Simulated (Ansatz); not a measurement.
BAs (wurtzite, space group No. 186) at seven volumes, plane-wave PAW r²SCAN (Ansatz code), shape and atoms relaxed at each. One row is withheld.

```json
[
 {"V (Å³/atom)": "12.443", "P (GPa)": "16.08"},
 {"V (Å³/atom)": "12.853", "P (GPa)": "9.88"},
 {"V (Å³/atom)": "13.263", "P (GPa)": "4.56"},
 {"V (Å³/atom)": "13.673", "P (GPa)": "0.00"},
 {"V (Å³/atom)": "14.083", "P (GPa)": "-3.93"},
 {"V (Å³/atom)": "14.494", "P (GPa)": "?"},
 {"V (Å³/atom)": "14.904", "P (GPa)": "-10.18"}
]
```

Question: Fit the shown pressures and predict the withheld one.

Answer: P = (3/2)B₀(x^(7/2) − x^(5/2))[1 + (3/4)(B′ − 4)(x − 1)] with x = (V₀/V)^(2/3). Least squares on the six rows gives V₀ = 13.673 Å³/atom, B₀ = 141 GPa, B′ = 4.08. At V = 14.494, x = 0.9619 and P = -7.30 GPa. The run itself gave -7.29 GPa.

Space group P6_3mc (wurtzite). A made-up cell: these elements were put on the sites of a structure type; the Crystallography Open Database copy checked does not list it. It is not the phase usual at ambient conditions (space group No. 216). The r²SCAN relaxation kept the symmetry of its start; its stability against distortions is not shown here.

Potentials: the later of the program's two PAW sets.
